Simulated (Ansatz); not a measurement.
This run works on a proposed trial structure, not on a known crystal.

Input and command of a plane-wave DFT calculation in Ansatz:

```yaml
crystal:
  lattice:
    - [5.6709289461, 0.0, 0.0]
    - [0.0, 5.6730716369, 0.0]
    - [0.0, 0.0, 5.7638228905]
  atoms:
    - { symbol: Sn, position: [0.75, 0.0, 0.806304623] }
    - { symbol: Sn, position: [0.25, 0.0, 0.193695377] }
    - { symbol: Pb, position: [0.75, 0.5, 0.2203570618] }
    - { symbol: Pb, position: [0.25, 0.5, 0.7796429382] }
    - { symbol: O, position: [0.5, 0.2410819344, 0.0] }
    - { symbol: O, position: [0.0, 0.2410819344, 0.0] }
    - { symbol: O, position: [0.0, 0.7589180656, 0.0] }
    - { symbol: O, position: [0.5, 0.7589180656, 0.0] }
basis:
  ecutwfc: 420
kpoints:
  mp_grid: { grid: [6, 6, 6] }
hamiltonian:
  xc: pbe
scf:
  occupations: { method: gaussian, width: 0.02 }
output:
  forces: true
  stress: true
  eigenvalues: true
relax:
  adjacent_minimum: "off"
  f_tol: 0.01
  max_steps: 30
  cell: { stress_tol: 0.1, fix: [volume] }
```

```bash
ansatz run input.yaml --threads 1 --pin off --max-ram 2560MiB --backend cpu --events-out ev --progress --plain --runs-dir out
```

Processor: Arm Neoverse V2, 1 thread, on a host shared with other jobs.

Estimate time, memory and problem size.

About 5.2 min, peak memory 0.69 GiB. It solves 48 bands at 64 k points (after reduction by symmetry) with about 3639 plane waves, in 51 SCF iterations over 8 ionic steps.
